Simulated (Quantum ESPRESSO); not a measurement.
```cif
data_Li2N2O6
_chemical_formula_sum 'Li2 N2 O6'
_space_group_name_H-M_alt 'P 1'
_space_group_IT_number 1
_cell_length_a 5.62830
_cell_length_b 5.62830
_cell_length_c 5.62830
_cell_angle_alpha 48.854
_cell_angle_beta 48.854
_cell_angle_gamma 48.854
loop_
_space_group_symop_operation_xyz
  'x, y, z'
loop_
_atom_site_label
_atom_site_type_symbol
_atom_site_fract_x
_atom_site_fract_y
_atom_site_fract_z
_atom_site_occupancy
Li1 Li 0.50000 0.50000 0.50000 1
Li2 Li 0.00000 0.00000 0.00000 1
N1 N 0.75000 0.75000 0.75000 1
N2 N 0.25000 0.25000 0.25000 1
O1 O 0.02023 0.47977 0.75000 1
O2 O 0.97977 0.52023 0.25000 1
O3 O 0.75000 0.02023 0.47977 1
O4 O 0.25000 0.97977 0.52023 1
O5 O 0.47977 0.75000 0.02023 1
O6 O 0.52023 0.25000 0.97977 1
```

The geometry is that of Materials Project entry mp-8180, symmetrised and not relaxed again.

### Question
What does norm-conserving PBEsol (Quantum ESPRESSO, 84 Ry, without SOC) give for the electronic structure near the Fermi level?

### Answer
The PBEsol gap is indirect, 3.04 eV, from X to 67 % of the way from Z to Γ; the smallest direct gap is 3.40 eV. Another valence and conduction extremum on the path lies within 0.02 eV, too close to call. 

The structure is a Materials Project entry; no match was found in the copy of COD used, and its stability was not checked.
